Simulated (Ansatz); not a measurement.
**LaPb$_{3}$: elastic constants from stress and strain**

```
CELL_PARAMETERS angstrom
4.90600 0.00000 0.00000
0.00000 4.90600 0.00000
0.00000 0.00000 4.90600
ATOMIC_POSITIONS crystal
La 0.00000 0.00000 0.00000
Pb 0.00000 0.50000 0.50000
Pb 0.50000 0.00000 0.50000
Pb 0.50000 0.50000 0.00000
```

Atom numbers follow the list: La1, Pb2, Pb3, Pb4.

The cell is COD entry 1538830, as deposited and not checked against the literature; nothing was relaxed.

No spin–orbit coupling, which matters for the heavy atoms here.

Computed with DFT, PBEsol, all-electron LAPW, scalar-relativistic (Ansatz 0.2.0).

Sampling and basis: a Γ-centred 7×7×7 k mesh, Fermi–Dirac smearing of 0.05 eV, basis error target 1 meV/atom, no spin polarisation.

The unstrained cell is at -0.82 GPa. Large strains and very small stresses are left out. Each strain is applied once, with fractional coordinates held (clamped ions), and σ below is the change of stress, positive in tension. One finite strain gives stress–strain coefficients at this pressure with an error of the order of the strain times third-order constants, a few per cent for each per cent of strain. In a metal the k mesh adds noise of tens of per cent to soft shears.

With equal xy, yz and zx engineering shear strains of -1 %, the run gives σxy = -0.30 GPa and γxy = 2εxy = -0.0100. Which stiffness follows?

C44 (clamped ions) = σxy/γxy = 30 GPa.

Estimate the stiffness probed by this change, and the stress that it gives: equal xy, yz and zx engineering shear strains of +1 %.

σxy = 0.33 GPa and γxy = 2εxy = 0.0100, so C44 (clamped ions) = σxy/γxy = 33 GPa.

The two estimates of C44 (clamped ions) differ. Why, and which value is best?

Finite strains add third-order terms, and in a metal the k mesh adds noise; two strains on one mesh can't tell these apart, so neither value is shown to be the better.
